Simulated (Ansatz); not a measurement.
**TeS$_{2}$: from a first guess to the relaxed CdI2 type**

First guess:

```xyz
3
Lattice="3.4814 0.0000 0.0000 -1.7407 3.0150 0.0000 0.0000 0.0000 5.5703" Properties=species:S:1:pos:R:3 pbc="T T T"
Te    0.0000    0.0000    0.0000
S     0.0000    2.0100    1.3926
S     1.7407    1.0050    4.1777
```

Computed with Ansatz 0.2.0, DFT, PBE, PAW with Ansatz's default frozen-core files, scalar-relativistic.

Cell and atoms relax within the symmetry of the start on a 11×11×6 k mesh with 0.08 eV Fermi–Dirac smearing.

The start is built from a prototype, known or not as a phase of this compound; the cutoff is 420 eV.

Spin–orbit coupling is left out, though it moves levels of the heavy atoms by tenths of an eV or more.

What is the pressure of the first guess?

34.2 GPa.

What does it relax to?

a = 3.834 Å, b = 3.834 Å, c = 6.753 Å, α = 90.00°, β = 90.00°, γ = 120.00° (conventional cell), 28.66 Å³ per atom:
```cif
data_structure
_symmetry_space_group_name_H-M 'P-3m1'
_symmetry_Int_Tables_number 164
_cell_length_a 3.8345
_cell_length_b 3.8345
_cell_length_c 6.7531
_cell_angle_alpha 90.000
_cell_angle_beta 90.000
_cell_angle_gamma 120.000
_cell_volume 85.99
loop_
_atom_site_label
_atom_site_type_symbol
_atom_site_symmetry_multiplicity
_atom_site_Wyckoff_symbol
_atom_site_fract_x
_atom_site_fract_y
_atom_site_fract_z
_atom_site_occupancy
Te1 Te 1 a 0.00000 0.00000 0.00000 1
S1 S 2 d 0.33333 0.66667 0.22851 1
```

How much energy does the relaxation release?

568 meV/atom.
